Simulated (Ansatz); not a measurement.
P (black-P type, space group Cmce)

```
P
1.0
    1.65108    -5.34538     0.00000
    1.65108     5.34538     0.00000
    0.00000     0.00000     4.46666
P
4
Direct
  0.40092   0.59908   0.58510
  0.59908   0.40092   0.41490
  0.90092   0.09908   0.91490
  0.09908   0.90092   0.08510
```

This relaxed cell (volume V₀) is scaled evenly in all directions, its shape held. The atoms relax within the cell's symmetry.

These are r2SCAN+rVV10 (plane waves to 500 eV, PAW, scalar-relativistic; Ansatz, a first-principles code) values and carry that method's errors. k mesh 10×10×8 (Γ-centred), Fermi-Dirac smearing 0.05 eV. E stands for the smeared free energy. Stress and pressure are positive under compression. With the shape held, the modulus is that of even scaling; a crystal free to change shape is softer. P was relaxed with its symmetry unable to fall. The zero of ΔE is the relaxed starting cell. The last digit holds for this mesh only.

```json
[
 {"V (Å³/atom)": "18.528", "ΔE (meV/atom)": "10.9"},
 {"V (Å³/atom)": "18.824", "ΔE (meV/atom)": "6.0"},
 {"V (Å³/atom)": "19.119", "ΔE (meV/atom)": "2.6"},
 {"V (Å³/atom)": "19.415", "ΔE (meV/atom)": "0.6"},
 {"V (Å³/atom)": "19.711", "ΔE (meV/atom)": "0.0"},
 {"V (Å³/atom)": "20.006", "ΔE (meV/atom)": "0.6"},
 {"V (Å³/atom)": "20.302", "ΔE (meV/atom)": "2.3"},
 {"V (Å³/atom)": "20.598", "ΔE (meV/atom)": "withheld"},
 {"V (Å³/atom)": "20.893", "ΔE (meV/atom)": "9.0"}
]
```

Q: Fit a third-order Birch-Murnaghan form (E₀, V₀, B₀, B₀′ free) to the given rows and predict ΔE at V = 20.598.

A: Least squares on the 8 given rows: ΔE = E₀ + (9V₀B₀/16)·y²·[2 + (B₀′ − 4)y], y = (V₀/V)^(2/3) − 1, with V₀ = 19.714 Å³/atom, B₀ = 44.71 GPa (160.2 GPa = 1 eV/Å³; the term in eV is multiplied by 1000), B₀′ = 3.53, E₀ = -0.02 meV/atom; root-mean-square residual 0.02 meV/atom. At 20.598 the fit gives 5.2 meV/atom; the calculation gives 5.2 meV/atom, the same to the digits shown. For the pressure the fit gives -1.8 GPa against the computed -1.8 GPa.

(Under strain, the slope of the energy per volume gives the stress and its curvature an elastic modulus.)
